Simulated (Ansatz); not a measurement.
HfBeSi:
```
HfBeSi
1.0
    3.69543     0.00000     0.00000
   -1.84771     3.20033     0.00000
    0.00000     0.00000     7.10407
Hf Be Si
2 2 2
Direct
  0.00000   0.00000   0.00000
  0.00000   0.00000   0.50000
  0.33333   0.66667   0.25000
  0.66667   0.33333   0.75000
  0.33333   0.66667   0.75000
  0.66667   0.33333   0.25000
```

Relaxed with r²SCAN. Special points in fractions of this cell's reciprocal vectors: Γ (0.000, 0.000, 0.000); M (0.500, 0.000, 0.000); K (0.333, 0.333, 0.000); A (0.000, 0.000, 0.500); L (0.500, 0.000, 0.500); H (0.333, 0.333, 0.500).

Q: List the band energies nearest the Fermi level at these points for DFT-r²SCAN in the program Ansatz with PAW potentials.

A: In eV from the Fermi level; about four levels below and three above (degenerate sets whole), none deeper than 8.9 eV; points with the same levels are listed once.

```csv
k,below,above
Γ,-0.86 -0.86 -0.80 -0.15 -0.15,0.46 0.46 2.85 2.85
M,-3.12 -2.56 -2.47 -1.81,1.86 2.92 3.42
K,-3.15 -3.15 -0.77 -0.77,1.73 1.75 1.75
A,-1.90 -1.90 -1.90 -1.90,0.14 0.14 0.14 0.14
L,-2.90 -2.90 -2.13 -2.13,1.37 1.37 3.24 3.24
H,-2.78 -2.78 -1.78 -1.78,2.48 2.48 3.62 3.62
```

Space group P6_3/mmc. The workflow started from a Materials Project entry (that database holds measured and hypothetical structures alike); the Crystallography Open Database copy checked does not list it. With Be and Si taken as one species the cell has the higher symmetry P6/mmm, so it may be an ordered model of a mixed-site phase. Its standing as an ambient phase is unchecked. The cell was relaxed with r²SCAN under the symmetry of its start; its stability against distortions is not shown here. No spin polarisation was allowed. Scalar-relativistic: spin–orbit coupling is off unless named, which matters more the heavier the elements.

Potentials: the later of the program's two PAW sets.
